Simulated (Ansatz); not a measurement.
Calculated with Ansatz: MoSe4, relaxation

The input file (Ansatz 0.2.0, plane waves):

```yaml
crystal:
  lattice:
    - [5.877542, 0.0, 0.0]
    - [2.938771, -6.161297, 0.0]
    - [2.269508, 0.0, -6.025161]
  atoms:
    - { symbol: Mo, position: [0.06241, 0.87518, 0.75] }
    - { symbol: Mo, position: [0.93759, 0.12482, 0.25] }
    - { symbol: Se, position: [0.36236, 0.82282, 0.32203] }
    - { symbol: Se, position: [0.81482, 0.82282, 0.17797] }
    - { symbol: Se, position: [0.63764, 0.17718, 0.67797] }
    - { symbol: Se, position: [0.18518, 0.17718, 0.82203] }
    - { symbol: Se, position: [0.49503, 0.5577, 0.81004] }
    - { symbol: Se, position: [0.94727, 0.5577, 0.68996] }
    - { symbol: Se, position: [0.50497, 0.4423, 0.18996] }
    - { symbol: Se, position: [0.05273, 0.4423, 0.31004] }
  symmetry: { tolerance: 0.0003 }
kpoints:
  mp_grid: { grid: [4, 4, 3], shift: [0, 0, 0] }
magnetization:
  spin_polarized: false
scf:
  occupations: { method: fermi_dirac, width: 0.0392 }
  lower_state_search: "off"
hamiltonian:
  pseudopotentials: { kind: paw }
  xc: r2scan
basis:
  ecutwfc: 500
  fft_grid_basis: typed
relax:
  max_steps: 60
  f_tol: 0.03
output:
  forces: true
  stress: true
  eigenvalues: true
  bader: true
  populations: true
  elf: true
  write_potential: true
  volumetric_format: npy
  dos:
    e_range: [-12, 8]
    de: 0.05
    projected: { site_lists: { Mo: [Mo], Se: [Se] } }
  write_density: true
checkpoint:
  read: saved_state
```

Launch command:

```bash
ansatz run input.yaml --threads 2 --pin off --max-ram 3584MiB --backend cpu --events-out ev --progress --plain --runs-dir out
```

Origin of the cell: a known structure type with other elements, at an estimated volume, so it need not be a known compound.

The saved state is a converged single point of the same cell.

Steps:

```
step  ΔF (meV/atom)  max force component (eV/Å)  SCF iterations  step was
   1            0.0                       2.450               6  accepted
   2         -284.2                       0.690               6  accepted
   3         -308.1                       0.543               6  accepted
   4         -311.7                       0.305               6  accepted
   5         -316.7                       0.102               5  accepted
   6         -316.9                       0.197               6  accepted
   7         -317.4                       0.031               5  accepted
   8         -317.6                       0.011               6  accepted
```

The starting structure.

Space group C2/c (No. 15); the run's cell has a = 5.878 Å, b = 6.826 Å, c = 6.438 Å, α = 81.27°, β = 69.36°, γ = 64.50°. Shortest distances: Se–Se 2.47 Å, Mo–Se 2.61 Å, Mo–Mo 3.57 Å.

The relaxed structure.

Space group C2/c (No. 15); the run's cell has a = 5.878 Å, b = 6.826 Å, c = 6.438 Å, α = 81.27°, β = 69.36°, γ = 64.50°. Shortest distances: Mo–Se 2.36 Å, Se–Se 2.69 Å.

```yaml
crystal:
  lattice:
    - [5.87754, 0.00000, 0.00000]
    - [2.93877, -6.16130, 0.00000]
    - [2.26951, 0.00000, -6.02516]
  atoms:
    - { symbol: Mo, position: [0.08497, 0.83006, 0.75000] }
    - { symbol: Mo, position: [0.91503, 0.16994, 0.25000] }
    - { symbol: Se, position: [0.31029, 0.87623, 0.35066] }
    - { symbol: Se, position: [0.81347, 0.87623, 0.14934] }
    - { symbol: Se, position: [0.68971, 0.12377, 0.64934] }
    - { symbol: Se, position: [0.18653, 0.12377, 0.85066] }
    - { symbol: Se, position: [0.48113, 0.55514, 0.79291] }
    - { symbol: Se, position: [0.96373, 0.55514, 0.70709] }
    - { symbol: Se, position: [0.51887, 0.44486, 0.20709] }
    - { symbol: Se, position: [0.03627, 0.44486, 0.29291] }
```

```yaml
Free_energy_lowered_by: 317.6 meV/atom
Final_pressure: 7.43 GPa
Relaxation_steps_listed: 8
```

Caveats: no moments, though an odd count or open d shells may carry them; the SCF threshold is looser than advised for a stress; the k mesh is coarse if the cell is a metal; the relaxation held the start's symmetry, so the end may be a saddle point.

The run took 4.9 min on 2 threads of Arm Neoverse V1, on a shared host, peak memory 1.3 GiB, from a saved density.
